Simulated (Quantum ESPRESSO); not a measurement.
## Si7As (input and log of a self-consistent run)

Computed values, not a measurement. The program is pw.x of Quantum ESPRESSO 7.5 (plane-wave density functional theory). The cell is made up: 8 atoms on a zincblende/diamond lattice, with randomly drawn elements, strain and displacements, not relaxed. PseudoDojo standard norm-conserving files (v0.5 for PBE, v0.4.1 for LDA and PBEsol) set the functional; there is no spin polarisation, spin-orbit coupling or dispersion term, and the masses in the input are unused placeholders. A spin-polarised start on this cell or one of its family kept no moment.

Input:

```
&control calculation='scf', pseudo_dir='./dojo.nc.sr.pbe.v0_5.standard.upf', outdir='./o', disk_io='medium', tprnfor=.true., tstress=.true. /
&system ibrav=0, nat=8, ntyp=2, nbnd=32, ecutwfc=84.00895049, nosym=.true., tot_charge=0,
 occupations='smearing', smearing='fd', degauss=0.0073498644
/
&electrons conv_thr=7.350e-09, electron_maxstep=60, /
ATOMIC_SPECIES
As 1.0 As.upf
Si 1.0 Si.upf
CELL_PARAMETERS angstrom
5.5852 0.0 0.0
0.0 5.5852 0.0
0.0 0.0 5.5852
ATOMIC_POSITIONS angstrom
Si 0.0598 -0.0182 0.1062
Si -0.0531 2.8133 2.7756
Si 2.7498 -0.1143 2.8666
As 2.7702 2.7103 -0.0378
Si 1.4217 1.3544 1.3431
Si 1.3607 4.2298 4.1991
Si 4.1944 1.4208 4.3108
Si 4.1846 4.2435 1.3254
K_POINTS automatic
6 6 6 1 1 1
```

The log is shortened where brackets say so; the opening notice, blank lines, dates and the lines on written files are dropped, and the path of the files is cut. It prints rydbergs, bohrs and kilobars, and counts compression as positive stress.

```
     Program PWSCF v.7.5
     Parallel version (MPI & OpenMP), running on       1 processor cores
     Number of MPI processes:                 1
     Threads/MPI process:                     1
     [start-up lines left out]
     bravais-lattice index     =            0
     lattice parameter (alat)  =      10.5545  a.u.
     unit-cell volume          =    1175.7440 (a.u.)^3
     number of atoms/cell      =            8
     number of atomic types    =            2
     number of electrons       =        43.00
     number of Kohn-Sham states=           32
     kinetic-energy cutoff     =      84.0090  Ry
     charge density cutoff     =     336.0358  Ry
     scf convergence threshold =      7.3E-09
     mixing beta               =       0.7000
     number of iterations used =            8  plain     mixing
     Exchange-correlation= PBE
                           (   1   4   3   4   0   0   0)
     [axes and pseudopotential details left out]
   Cartesian axes
     site n.     atom                  positions (alat units)
         1        Si     tau(   1) = (   0.0107069  -0.0032586   0.0190145  )
         2        Si     tau(   2) = (  -0.0095073   0.5037062   0.4969562  )
         3        Si     tau(   3) = (   0.4923369  -0.0204648   0.5132493  )
         4        As     tau(   4) = (   0.4959894   0.4852646  -0.0067679  )
         5        Si     tau(   5) = (   0.2545477   0.2424980   0.2404748  )
         6        Si     tau(   6) = (   0.2436260   0.7573229   0.7518263  )
         7        Si     tau(   7) = (   0.7509847   0.2543866   0.7718255  )
         8        Si     tau(   8) = (   0.7492301   0.7597758   0.2373057  )
     number of k points=   108  Fermi-Dirac smearing, width (Ry)=  0.0073
     Number of k-points >= 100: set verbosity='high' to print them.
     Dense  grid:   122321 G-vectors     FFT dimensions: (  64,  64,  64)
     Estimated max dynamical RAM per process >     146.71 MB
     Initial potential from superposition of free atoms
     starting charge      42.9955, renormalised to      43.0000
     Starting wfcs are   37 randomized atomic wfcs
     total cpu time spent up to now is       36.7 secs
     per-process dynamical memory:   100.6 Mb
     Self-consistent Calculation
     iteration #  1     ecut=    84.01 Ry     beta= 0.70
     Davidson diagonalization with overlap
     ethr =  1.00E-02,  avg # of iterations =  4.1
     Threshold (ethr) on eigenvalues was too large:
     Diagonalizing with lowered threshold
     Davidson diagonalization with overlap
     ethr =  4.02E-04,  avg # of iterations =  6.0
     total cpu time spent up to now is      255.1 secs
     total energy              =    -271.26132924 Ry
     estimated scf accuracy    <       0.19255392 Ry
     iteration #  2     ecut=    84.01 Ry     beta= 0.70
     Davidson diagonalization with overlap
     ethr =  4.48E-04,  avg # of iterations =  2.1
     total cpu time spent up to now is      331.5 secs
     total energy              =    -271.26409278 Ry
     estimated scf accuracy    <       0.04876512 Ry
     iteration #  3     ecut=    84.01 Ry     beta= 0.70
     Davidson diagonalization with overlap
     ethr =  1.13E-04,  avg # of iterations =  4.0
     total cpu time spent up to now is      415.2 secs
     total energy              =    -271.27670009 Ry
     estimated scf accuracy    <       0.02669639 Ry
     iteration #  4     ecut=    84.01 Ry     beta= 0.70
     Davidson diagonalization with overlap
     ethr =  6.21E-05,  avg # of iterations =  2.4
     total cpu time spent up to now is      490.1 secs
     total energy              =    -271.28159358 Ry
     estimated scf accuracy    <       0.00030500 Ry
     iteration #  5     ecut=    84.01 Ry     beta= 0.70
     Davidson diagonalization with overlap
     c_bands:  1 eigenvalues not converged
     c_bands:  1 eigenvalues not converged
     c_bands:  1 eigenvalues not converged
     c_bands:  1 eigenvalues not converged
     c_bands:  1 eigenvalues not converged
     c_bands:  1 eigenvalues not converged
     c_bands:  1 eigenvalues not converged
     c_bands:  1 eigenvalues not converged
     c_bands:  1 eigenvalues not converged
     c_bands:  1 eigenvalues not converged
     c_bands:  1 eigenvalues not converged
     c_bands:  1 eigenvalues not converged
     ethr =  7.09E-07,  avg # of iterations = 12.6
     total cpu time spent up to now is      630.0 secs
     total energy              =    -271.28175648 Ry
     estimated scf accuracy    <       0.00016827 Ry
     iteration #  6     ecut=    84.01 Ry     beta= 0.70
     Davidson diagonalization with overlap
     c_bands:  1 eigenvalues not converged
     ethr =  3.91E-07,  avg # of iterations =  2.4
     total cpu time spent up to now is      713.3 secs
     total energy              =    -271.28178715 Ry
     estimated scf accuracy    <       0.00001206 Ry
     iteration #  7     ecut=    84.01 Ry     beta= 0.70
     Davidson diagonalization with overlap
     ethr =  2.81E-08,  avg # of iterations =  2.2
     total cpu time spent up to now is      791.7 secs
     total energy              =    -271.28178914 Ry
     estimated scf accuracy    <       0.00000060 Ry
     iteration #  8     ecut=    84.01 Ry     beta= 0.70
     Davidson diagonalization with overlap
     ethr =  1.39E-09,  avg # of iterations =  4.0
     total cpu time spent up to now is      900.6 secs
     total energy              =    -271.28178946 Ry
     estimated scf accuracy    <       0.00000023 Ry
     iteration #  9     ecut=    84.01 Ry     beta= 0.70
     Davidson diagonalization with overlap
     ethr =  5.24E-10,  avg # of iterations =  2.0
     total cpu time spent up to now is      993.3 secs
     total energy              =    -271.28178947 Ry
     estimated scf accuracy    <       0.00000006 Ry
     iteration # 10     ecut=    84.01 Ry     beta= 0.70
     Davidson diagonalization with overlap
     ethr =  1.34E-10,  avg # of iterations =  2.0
     total cpu time spent up to now is     1093.4 secs
     End of self-consistent calculation
     Number of k-points >= 100: set verbosity='high' to print the bands.
     the Fermi energy is     6.9629 ev
!    total energy              =    -271.28178948 Ry
     estimated scf accuracy    <          1.7E-09 Ry
     smearing contrib. (-TS)   =      -0.00616523 Ry
     internal energy E=F+TS    =    -271.27562425 Ry
     The total energy is F=E-TS. E is the sum of the following terms:
     one-electron contribution =    -155.20775529 Ry
     hartree contribution      =      94.90330391 Ry
     xc contribution           =     -68.86202224 Ry
     ewald contribution        =    -142.10915062 Ry
     convergence has been achieved in  10 iterations
     Forces acting on atoms (cartesian axes, Ry/au):
     atom    1 type  2   force =    -0.01742444    0.01115088   -0.04137961
     atom    2 type  2   force =     0.01005098   -0.00672987   -0.00172730
     atom    3 type  2   force =     0.03349227    0.05493630   -0.02652154
     atom    4 type  1   force =    -0.01146443    0.05042807    0.01711096
     atom    5 type  2   force =    -0.01428382   -0.01025114    0.07991616
     atom    6 type  2   force =    -0.03633398   -0.02219078   -0.01005916
     atom    7 type  2   force =     0.03933225   -0.06066402   -0.06661146
     atom    8 type  2   force =    -0.00336883   -0.01667943    0.04927196
     Total force =     0.176326     Total SCF correction =     0.000134
     Computing stress (Cartesian axis) and pressure
          total   stress  (Ry/bohr**3)                   (kbar)     P=      -27.43
  -0.00015215   0.00008565  -0.00014452          -22.38       12.60      -21.26
   0.00008565  -0.00015825  -0.00002480           12.60      -23.28       -3.65
  -0.00014452  -0.00002480  -0.00024909          -21.26       -3.65      -36.64
     init_run     :     33.45s CPU     36.62s WALL (       1 calls)
     electrons    :    989.43s CPU   1056.77s WALL (       1 calls)
     forces       :     15.97s CPU     16.29s WALL (       1 calls)
     stress       :     58.16s CPU     61.21s WALL (       1 calls)
     [timing details left out]
     PWSCF        :  18m17.45s CPU  19m33.38s WALL
     JOB DONE.
```

In other units: free energy -3690.977 eV for the cell, pressure -2.74 GPa, largest force component 2.055 eV/Å. A rerun of a related cell, with the same atoms placed differently, at 1437 eV and a 8 x 8 x 8 mesh moved values by no more than 0.003 eV in energy, 0.10 GPa in stress and 0.016 eV/Å in force.